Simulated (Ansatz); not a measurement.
# What moves the field gradients of WC?

Cell of run 1: an entry of the Crystallography Open Database (COD), whose atoms a relaxation with PBE at fixed cell left in place.

```cif
data_structure
_symmetry_space_group_name_H-M 'P 1'
_symmetry_Int_Tables_number 1
_cell_length_a 2.8982
_cell_length_b 2.8982
_cell_length_c 2.8314
_cell_angle_alpha 90.000
_cell_angle_beta 90.000
_cell_angle_gamma 120.000
_cell_volume 20.60
loop_
_atom_site_label
_atom_site_type_symbol
_atom_site_fract_x
_atom_site_fract_y
_atom_site_fract_z
_atom_site_occupancy
W1 W 0.00000 0.00000 0.00000 1
C2 C 0.66667 0.33333 0.50000 1
```

Atoms are numbered from 1 in the order listed; like atoms form one site, named after its first atom.

All runs are DFT with Ansatz 0.2.0 (plane waves and PAW, scalar-relativistic unless spin–orbit coupling is named, Γ-centred meshes, Fermi–Dirac smearing where given) in this cell. Start moments of run 1 as typed (μB): 2 on each W, none on the rest.

Run 1: PBE, with a start moment, atoms relaxed; 420 eV, 18×18×16 k-points, smearing 0.05 eV.
Run 2: r2SCAN, with a start moment, at the relaxed atoms; 500 eV, 18×18×16 k-points, smearing 0.05 eV.
Run 3: PBE with spin–orbit coupling, with a start moment, at the relaxed atoms; 420 eV, 18×18×16 k-points, smearing 0.05 eV.
Run 4: LDA, with a start moment, at the relaxed atoms; 420 eV, 18×18×16 k-points, smearing 0.05 eV.
Run 5: PBEsol, with a start moment, at the relaxed atoms; 420 eV, 18×18×16 k-points, smearing 0.05 eV.

```tsv
run	W V_zz (η)
1	-13.57 (0.00)
2	?
3	-12.83 (0.00)
4	-14.30 (0.00)
5	-13.83 (0.00)
```

V_zz in 10²¹ V/m²; 1 of the 2 sets of like atoms are followed.

**Question.** Estimate the row of run 2.

**Answer.** W: -13.48 (0.00). It lies nearest to run 1, from whose tensors on these sites it differs by 0.08 at most (largest principal value of the difference, on W). Taken one at a time, the functional (between the two that differ most) moves the tensors on these sites by up to 0.81 (largest principal value of the change, on W), spin–orbit coupling by 0.74 (W). Without a gap such differences can lie within the error of the k-mesh, so this order isn't firm.

In run 2 the program didn't check the stability of the electronic state in full, so a lower one may lie near. In runs 1, 2, 3, 4, 5 there is no gap above 0.1 eV, so the gradients can move by 10 % or more with the k-mesh. In runs 1, 2, 3, 4, 5 the start moments die out. The cell isn't the equilibrium one in runs 1, 3, 4 (calculated pressure 9, 8, -7 GPa), and the entry's cell may itself be off.
